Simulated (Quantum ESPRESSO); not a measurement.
Zr3Re2RuWV, input and log of a self-consistent run

A calculation, not a measurement. The program is pw.x of Quantum ESPRESSO 7.5 (plane-wave density functional theory). The cell is made up: eight metal atoms on a hexagonal close-packed lattice, with elements, volume, strain and displacements drawn at random and not relaxed, so it may be unstable or far from any real phase. PseudoDojo standard norm-conserving files set the functional (PBE unless stated); there is no spin polarisation or spin-orbit coupling, the Fermi-Dirac width of 0.25 eV means electrons at about 2900 K, and the masses in the input are unused placeholders. Heavy elements are run without spin-orbit coupling, which real alloys of them have. A spin test at this wide smearing found no moment, but such smearing suppresses magnetism that the real alloy may have.

Input:

```
&control calculation='scf', pseudo_dir='./dojo.nc.sr.pbe.v0_5.standard.upf', outdir='./o', disk_io='minimal', tprnfor=.true., tstress=.true. /
&system ibrav=0, nat=8, ntyp=5, nbnd=73, ecutwfc=84.00895049, nosym=.true., tot_charge=0,
 occupations='smearing', smearing='fd', degauss=0.0183746611
/
&electrons conv_thr=1.470e-08, electron_maxstep=70, mixing_beta=0.5 /
ATOMIC_SPECIES
Re 1.0 Re.upf
Ru 1.0 Ru.upf
V 1.0 V.upf
W 1.0 W.upf
Zr 1.0 Zr.upf
CELL_PARAMETERS angstrom
2.8237 -0.0051 -0.0026
1.4205 -2.4308 -4.5658
1.4029 7.4251 -4.6424
ATOMIC_POSITIONS angstrom
Zr -0.0101 -0.0212 0.0394
Re 1.373 2.5375 -4.5851
Ru 1.3963 -0.813 -2.3677
Zr 2.7901 1.7576 -6.8823
W 2.8043 4.9766 -4.6572
V 2.8711 0.0055 -4.6528
Re 2.8217 1.6673 -2.302
Zr 4.1615 4.0777 -6.9336
K_POINTS automatic
9 5 3 1 1 1
```

The log is shortened where brackets say so; the opening notice, blank lines, dates and the lines on written files are dropped, and the path of the files is cut. It prints rydbergs, bohrs and kilobars, and counts compression as positive stress. Its total energy is the free energy E - TS of the whole cell.

```
     Program PWSCF v.7.5
     Parallel version (MPI & OpenMP), running on       4 processor cores
     Number of MPI processes:                 4
     Threads/MPI process:                     1
     [start-up lines left out]
     bravais-lattice index     =            0
     lattice parameter (alat)  =       5.3360  a.u.
     unit-cell volume          =     860.7852 (a.u.)^3
     number of atoms/cell      =            8
     number of atomic types    =            5
     number of electrons       =       109.00
     number of Kohn-Sham states=           73
     kinetic-energy cutoff     =      84.0090  Ry
     charge density cutoff     =     336.0358  Ry
     scf convergence threshold =      1.5E-08
     mixing beta               =       0.5000
     number of iterations used =            8  plain     mixing
     Exchange-correlation= PBE
                           (   1   4   3   4   0   0   0)
     [axes and pseudopotential details left out]
   Cartesian axes
     site n.     atom                  positions (alat units)
         1        Zr     tau(   1) = (  -0.0035769  -0.0075079   0.0139533  )
         2        Re     tau(   2) = (   0.4862405   0.8986418  -1.6237881  )
         3        Ru     tau(   3) = (   0.4944920  -0.2879195  -0.8385080  )
         4        Zr     tau(   4) = (   0.9880987   0.6224444  -2.4373290  )
         5        W      tau(   5) = (   0.9931275   1.7624357  -1.6493220  )
         6        V      tau(   6) = (   1.0167844   0.0019478  -1.6477637  )
         7        Re     tau(   7) = (   0.9992897   0.5904652  -0.8152407  )
         8        Zr     tau(   8) = (   1.4737725   1.4440952  -2.4554966  )
     number of k points=    68  Fermi-Dirac smearing, width (Ry)=  0.0184
                       cart. coord. in units 2pi/alat
        k(    1) = (   0.0555393   0.0187751  -0.0545612), wk =   0.0296296
        k(    2) = (   0.0552890  -0.1714383   0.0466292), wk =   0.0296296
     [further k points left out]
     Dense  grid:    89619 G-vectors     FFT dimensions: (  32,  60, 100)
     Estimated max dynamical RAM per process >     386.29 MB
     Estimated total dynamical RAM >       1.44 GB
     Initial potential from superposition of free atoms
     starting charge     108.9900, renormalised to     109.0000
     Starting wfcs are   80 randomized atomic wfcs
     total cpu time spent up to now is        7.4 secs
     per-process dynamical memory:   312.7 Mb
     Self-consistent Calculation
     iteration #  1     ecut=    84.01 Ry     beta= 0.50
     Davidson diagonalization with overlap
     ethr =  1.00E-02,  avg # of iterations =  2.8
     total cpu time spent up to now is       25.8 secs
     total energy              =   -1148.34964984 Ry
     estimated scf accuracy    <       5.80896106 Ry
     iteration #  2     ecut=    84.01 Ry     beta= 0.50
     Davidson diagonalization with overlap
     ethr =  5.33E-03,  avg # of iterations =  4.9
     total cpu time spent up to now is       48.5 secs
     total energy              =   -1144.35662100 Ry
     estimated scf accuracy    <     176.13677656 Ry
     iteration #  3     ecut=    84.01 Ry     beta= 0.50
     Davidson diagonalization with overlap
     ethr =  5.33E-03,  avg # of iterations =  4.6
     total cpu time spent up to now is       68.8 secs
     total energy              =   -1151.15895840 Ry
     estimated scf accuracy    <      19.58497560 Ry
     iteration #  4     ecut=    84.01 Ry     beta= 0.50
     Davidson diagonalization with overlap
     ethr =  5.33E-03,  avg # of iterations =  2.0
     total cpu time spent up to now is       83.8 secs
     total energy              =   -1152.21949827 Ry
     estimated scf accuracy    <       2.09315022 Ry
     iteration #  5     ecut=    84.01 Ry     beta= 0.50
     Davidson diagonalization with overlap
     ethr =  1.92E-03,  avg # of iterations =  1.5
     total cpu time spent up to now is       97.9 secs
     total energy              =   -1152.23074530 Ry
     estimated scf accuracy    <       1.27215163 Ry
     [iterations 6 to 17 left out]
     iteration # 18     ecut=    84.01 Ry     beta= 0.50
     Davidson diagonalization with overlap
     ethr =  6.77E-10,  avg # of iterations =  2.3
     total cpu time spent up to now is      302.1 secs
     total energy              =   -1152.17261718 Ry
     estimated scf accuracy    <       0.00000085 Ry
     iteration # 19     ecut=    84.01 Ry     beta= 0.50
     Davidson diagonalization with overlap
     ethr =  6.77E-10,  avg # of iterations =  1.3
     total cpu time spent up to now is      315.8 secs
     total energy              =   -1152.17261724 Ry
     estimated scf accuracy    <       0.00000018 Ry
     iteration # 20     ecut=    84.01 Ry     beta= 0.50
     Davidson diagonalization with overlap
     ethr =  1.67E-10,  avg # of iterations =  1.4
     total cpu time spent up to now is      329.9 secs
     total energy              =   -1152.17261726 Ry
     estimated scf accuracy    <       0.00000002 Ry
     iteration # 21     ecut=    84.01 Ry     beta= 0.50
     Davidson diagonalization with overlap
     ethr =  2.21E-11,  avg # of iterations =  2.6
     total cpu time spent up to now is      345.2 secs
     total energy              =   -1152.17261726 Ry
     estimated scf accuracy    <       0.00000002 Ry
     iteration # 22     ecut=    84.01 Ry     beta= 0.50
     Davidson diagonalization with overlap
     ethr =  1.44E-11,  avg # of iterations =  1.6
     total cpu time spent up to now is      359.6 secs
     End of self-consistent calculation
     [lines on levels left out]
!    total energy              =   -1152.17261726 Ry
     estimated scf accuracy    <          2.4E-09 Ry
     smearing contrib. (-TS)   =      -0.14587172 Ry
     internal energy E=F+TS    =   -1152.02674554 Ry
     The total energy is F=E-TS. E is the sum of the following terms:
     one-electron contribution =    -183.73466379 Ry
     hartree contribution      =     158.04867271 Ry
     xc contribution           =    -220.35380078 Ry
     ewald contribution        =    -905.98695368 Ry
     convergence has been achieved in  22 iterations
     Forces acting on atoms (cartesian axes, Ry/au):
     atom    1 type  5   force =     0.00023184    0.04573208   -0.09456635
     atom    2 type  1   force =     0.00515996   -0.02240506    0.08227045
     atom    3 type  2   force =    -0.00054046    0.04463251   -0.01169683
     atom    4 type  5   force =    -0.00510448   -0.09292145    0.02557544
     atom    5 type  4   force =     0.00230921   -0.04886524   -0.05476300
     atom    6 type  3   force =     0.00300611    0.03319397    0.02868454
     atom    7 type  1   force =    -0.00463983   -0.05052110   -0.03168178
     atom    8 type  5   force =    -0.00042235    0.09115429    0.05617754
     Total force =     0.228350     Total SCF correction =     0.000219
     Computing stress (Cartesian axis) and pressure
          total   stress  (Ry/bohr**3)                   (kbar)     P=      192.84
   0.00135963  -0.00005845  -0.00000060          200.01       -8.60       -0.09
  -0.00005845   0.00111298  -0.00013839           -8.60      163.73      -20.36
  -0.00000060  -0.00013839   0.00146003           -0.09      -20.36      214.78
     init_run     :      7.07s CPU      7.35s WALL (       1 calls)
     electrons    :    344.83s CPU    352.22s WALL (       1 calls)
     forces       :      2.34s CPU      2.37s WALL (       1 calls)
     stress       :      8.21s CPU      8.21s WALL (       1 calls)
     [timing details left out]
     PWSCF        :   6m 2.54s CPU   6m10.31s WALL
     JOB DONE.
```

In other units: free energy -15676.107 eV for the cell, pressure 19.28 GPa, largest force component 2.431 eV/Å in size. The run took 372 s of wall time with four MPI processes on a shared machine (Intel Xeon, 2023 or later, virtual cores), so the time is rough. A rerun of this cell at a higher cutoff and on a denser mesh moved values by no more than 0.005 eV in energy, 0.07 GPa in stress and 0.009 eV/Å in force, and a second program with other atomic files agreed on that cell to 2 % rms in force and 0.5 GPa in pressure.